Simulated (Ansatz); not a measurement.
Property card for LiW3N3

All numbers below come from Ansatz, DFT PBE, scalar-relativistic, plane waves, PAW.

Cutoff 420 eV; k points 10×10×10 on the computed 7-atom cell (Γ-centred); Gaussian smearing, width 0.10 eV; no spin polarisation.

The structure is relaxed at this level of theory with its symmetry kept, and needn't be the ground state of this composition.

```
CELL_PARAMETERS angstrom
4.17281 0.00000 0.00000
0.00000 4.17281 0.00000
0.00000 0.00000 4.17281
ATOMIC_POSITIONS crystal
Li 0.00000 0.00000 0.00000
W 0.00000 0.50000 0.50000
W 0.50000 0.00000 0.50000
W 0.50000 0.50000 0.00000
N 0.50000 0.00000 0.00000
N 0.00000 0.50000 0.00000
N 0.00000 0.00000 0.50000
```

Problem. Formation energy from the elements' standard states (uncorrected)?

Solution. -0.535 eV/atom.

Problem. Kohn–Sham band gap?

Solution. none (metal).

Problem. Density of states at the Fermi level?

Solution. 1.8 states/eV per cell.

Problem. Orbital (Löwdin) character within 0.5 eV of the Fermi level?

Solution. W 5d 87 %, N 2p 9 %.

Problem. Bader charge by site (e)?

Solution. Li (1 in the cell) 0.87, W (3 in the cell) 1.33, N (3 in the cell) -1.62.

Spin-orbit coupling is left out, which matters for the bands of heavy elements.

The cell was found from a structure generator's guess, not taken from experiment. Löwdin shares on free-atom orbitals overweight diffuse shells.
